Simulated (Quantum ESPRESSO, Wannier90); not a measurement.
Wannierisation of RbIO₃ (R3m)

Cell from Materials Project (mp-27193), symmetrised, no further relaxation. Not found in the COD (Crystallography Open Database) copy used; not checked further. Computed values, not measurements, from PBEsol: Quantum ESPRESSO (norm-conserving PseudoDojo potentials, cutoff 68 Ry, no spin polarisation, no spin-orbit coupling) on a Γ-centred 6×6×6 mesh, then Wannier90. Density: 8×8×8 mesh, cold smearing 0.01 Ry. Spin-orbit coupling is left out although heavy elements are present.

On the energy scale of pw.x, whose zero is arbitrary, the valence-band maximum lies at 4.47 eV.

Input w.win:

```
num_bands = 3
num_wann = 3
exclude_bands = 1-8,12-31
num_iter = 1000
conv_tol = 1.0e-6
conv_window = 4
write_hr = true
write_u_matrices = true
auto_projections = true
begin unit_cell_cart
ang
    3.1877301470    1.8404368585    2.6221100000
   -3.1877301470    1.8404368585    2.6221100000
    0.0000000000   -3.6808737170    2.6221100000
end unit_cell_cart
begin atoms_frac
Rb  -0.4843600000 -0.4843600000 -0.4843600000
I    0.0010500000  0.0010500000  0.0010500000
O    0.0365300000 -0.3980600000  0.0365300000
O    0.0365300000  0.0365300000 -0.3980600000
O   -0.3980600000  0.0365300000  0.0365300000
end atoms_frac
mp_grid = 6 6 6
begin kpoints
0.0000000000 0.0000000000 0.0000000000
0.0000000000 0.0000000000 0.1666666667
0.0000000000 0.0000000000 0.3333333333
... (213 more lines: the 6x6x6 mesh through Gamma)
end kpoints
```

Input of pw2wannier90.x that gives the overlap and projection files (equivalent; here they were cut from one run over all bands):

```
&inputpp
  outdir = './out'
  prefix = 'pwscf'
  seedname = 'w'
  write_amn = .true.
  write_mmn = .true.
  scdm_proj = .true.
  scdm_entanglement = 'isolated'
/
```

Output w.wout (banner and timings cut):

```
                                    ------
                                    SYSTEM
                                    ------

                              Lattice Vectors (Ang)
                    a_1     3.187730   1.840437   2.622110
                    a_2    -3.187730   1.840437   2.622110
                    a_3     0.000000  -3.680874   2.622110

                   Unit Cell Volume:      92.30062  (Ang^3)

                        Reciprocal-Space Vectors (Ang^-1)
                    b_1     0.985527   0.568994   0.798744
                    b_2    -0.985527   0.568994   0.798744
                    b_3     0.000000  -1.137988   0.798744

 *----------------------------------------------------------------------------*
 |   Site       Fractional Coordinate          Cartesian Coordinate (Ang)     |
 +----------------------------------------------------------------------------+
 | rb   1  -0.48436  -0.48436  -0.48436   |    0.00000   0.00000  -3.81014    |
 | i    1   0.00105   0.00105   0.00105   |    0.00000   0.00000   0.00826    |
 | o    1   0.03653  -0.39806   0.03653   |    1.38536  -0.79984  -0.85219    |
 | o    2   0.03653   0.03653  -0.39806   |    0.00000   1.59967  -0.85219    |
 | o    3  -0.39806   0.03653   0.03653   |   -1.38536  -0.79984  -0.85219    |
 *----------------------------------------------------------------------------*
                                ------------
                                K-POINT GRID
                                ------------

             Grid size =  6 x  6 x  6      Total points =  216

 *---------------------------------- MAIN ------------------------------------*
 |  Number of Wannier Functions               :                 3             |
 |  Number of Objective Wannier Functions     :                 3             |
 |  Number of input Bloch states              :                 3             |
 |  Output verbosity (1=low, 5=high)          :                 1             |
 |  Timing Level (1=low, 5=high)              :                 1             |
 |  Optimisation (0=memory, 3=speed)          :                 3             |
 |  Length Unit                               :               Ang             |
 |  Post-processing setup (write *.nnkp)      :                 F             |
 |  Using Gamma-only branch of algorithms     :                 F             |
 *----------------------------------------------------------------------------*
 *------------------------------- WANNIERISE ---------------------------------*
 |  Total number of iterations                :              1000             |
 |  Number of CG steps before reset           :                 5             |
 |  Trial step length for line search         :             2.000             |
 |  Convergence tolerence                     :         0.100E-05             |
 |  Convergence window                        :                 4             |
 |  Iterations between writing output         :                 1             |
 |  Iterations between backing up to disk     :               100             |
 |  Write r^2_nm to file                      :                 F             |
 |  Write xyz WF centres to file              :                 F             |
 |  Write on-site energies <0n|H|0n> to file  :                 F             |
 |  Use guiding centre to control phases      :                 F             |
 |  Use phases for initial projections        :                 F             |
 *----------------------------------------------------------------------------*
 *-------------------------------- PLOTTING ----------------------------------*
 |  Plotting Hamiltonian in WF basis          :                 T             |
 *----------------------------------------------------------------------------*

       ... (k-mesh section left out)

 Starting a new Wannier90 calculation ...

 Reading overlaps from w.mmn

 Reading projections from w.amn

 *------------------------------- WANNIERISE ---------------------------------*
 +--------------------------------------------------------------------+<-- CONV
 | Iter  Delta Spread     RMS Gradient      Spread (Ang^2)            |<-- CONV
 +--------------------------------------------------------------------+<-- CONV

 ------------------------------------------------------------------------------
 Initial State
  WF centre and spread    1  ( -0.503633, -0.290773, -0.537651 )     3.88891862
  WF centre and spread    2  ( -0.000000,  0.581546, -0.537651 )     3.88891862
  WF centre and spread    3  (  0.503633, -0.290773, -0.537651 )     3.88891862
  Sum of centres and spreads (  0.000000,  0.000000, -1.612953 )    11.66675586

      0     0.117E+02     0.0000000000       11.6667558589  <-- CONV
        O_D=      0.2018744 O_OD=      0.6650404 O_TOT=     11.6667559 <-- SPRD
 ------------------------------------------------------------------------------
      1    -0.199E+00     0.3907101122       11.4678579739  <-- CONV
        O_D=      0.1460380 O_OD=      0.5219790 O_TOT=     11.4678580 <-- SPRD
      2    -0.821E-01     0.2503011023       11.3857432641  <-- CONV
        O_D=      0.1336596 O_OD=      0.4522426 O_TOT=     11.3857433 <-- SPRD
      3    -0.262E-01     0.1748579094       11.3595224357  <-- CONV
        O_D=      0.1225540 O_OD=      0.4371274 O_TOT=     11.3595224 <-- SPRD
      4    -0.571E-02     0.0950970140       11.3538113741  <-- CONV
        O_D=      0.1199531 O_OD=      0.4340173 O_TOT=     11.3538114 <-- SPRD
      5    -0.222E-02     0.0563219127       11.3515899632  <-- CONV
        O_D=      0.1189310 O_OD=      0.4328179 O_TOT=     11.3515900 <-- SPRD
       ... (lines left out)
     14    -0.722E-06     0.0008400201       11.3499477615  <-- CONV
        O_D=      0.1178526 O_OD=      0.4322541 O_TOT=     11.3499478 <-- SPRD
     15    -0.480E-06     0.0007597603       11.3499472811  <-- CONV
        O_D=      0.1178538 O_OD=      0.4322525 O_TOT=     11.3499473 <-- SPRD
     16    -0.121E-06     0.0004307674       11.3499471606  <-- CONV
        O_D=      0.1178534 O_OD=      0.4322527 O_TOT=     11.3499472 <-- SPRD
             <<<     Delta < 1.000E-06  over  4 iterations     >>>
             <<< Wannierisation convergence criteria satisfied >>>
 Final State
  WF centre and spread    1  ( -0.482084, -0.278331, -0.538189 )     3.78331572
  WF centre and spread    2  (  0.000000,  0.556663, -0.538189 )     3.78331572
  WF centre and spread    3  (  0.482084, -0.278331, -0.538189 )     3.78331572
  Sum of centres and spreads (  0.000000,  0.000000, -1.614568 )    11.34994716

         Spreads (Ang^2)       Omega I      =    10.799841055
        ================       Omega D      =     0.117853429
                               Omega OD     =     0.432252676
    Final Spread (Ang^2)       Omega Total  =    11.349947161
```
